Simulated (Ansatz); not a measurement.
Ca(CdAs)₂ (space group P-3m1)

```xyz
5
Lattice="4.4079 0.0000 0.0000 -2.2039 3.8173 0.0000 0.0000 0.0000 7.1973" Properties=species:S:1:pos:R:3 pbc="T T T"
Ca     0.0000     0.0000     0.0000
Cd     0.0000     2.5449     4.5612
Cd     2.2039     1.2724     2.6361
As     0.0000     2.5449     1.7096
As     2.2039     1.2724     5.4878
```

The relaxed cell is deformed in two ways at once: its volume V is scaled, and at that volume it is stretched along z (the c axis of the conventional cell) so that c/a changes. Fractional atomic positions are held.

Method: r2SCAN (plane waves to 500 eV, PAW, scalar-relativistic; Ansatz, a first-principles code). k mesh 9×9×5 (Γ-centred), Fermi-Dirac smearing 0.05 eV. E stands for the smeared free energy. As the atoms are clamped, bonds stretch with the cell, which overstates energies and stresses. Ca(CdAs)2 was relaxed with its symmetry unable to fall. The zero of ΔE is the relaxed starting cell.

Question: What ΔE (meV/atom) does the calculation give at all points of the grid V/V₀ = 0.920, 0.947, 0.973, 1.000, 1.027, 1.053, 1.080 by (c/a)/(c/a)₀ = 0.920, 0.947, 0.973, 1.000, 1.027, 1.053, 1.080?

Answer: ΔE (meV/atom), with V/V₀ across and (c/a)/(c/a)₀ down:

```
(c/a)/(c/a)₀ \ V/V₀  0.920  0.947  0.973  1.000  1.027  1.053  1.080
-------------------  -----  -----  -----  -----  -----  -----  -----
0.920                 63.1   43.1   31.7   27.9   30.5   38.7   51.8
0.947                 45.4   26.0   15.2   11.9   15.1   23.9   37.5
0.973                 36.0   16.7    6.0    2.9    6.2   15.1   28.9
1.000                 33.9   14.3    3.4    0.0    3.1   11.8   25.4
1.027                 38.5   18.2    6.6    2.6    5.2   13.4   26.6
1.053                 48.8   27.5   15.1   10.3   12.1   19.6   32.0
1.080                 64.4   41.9   28.3   22.4   23.2   29.8   41.4
```

(A scan under strain: stresses follow from slopes of the energy per volume, elastic moduli from its curvatures.)
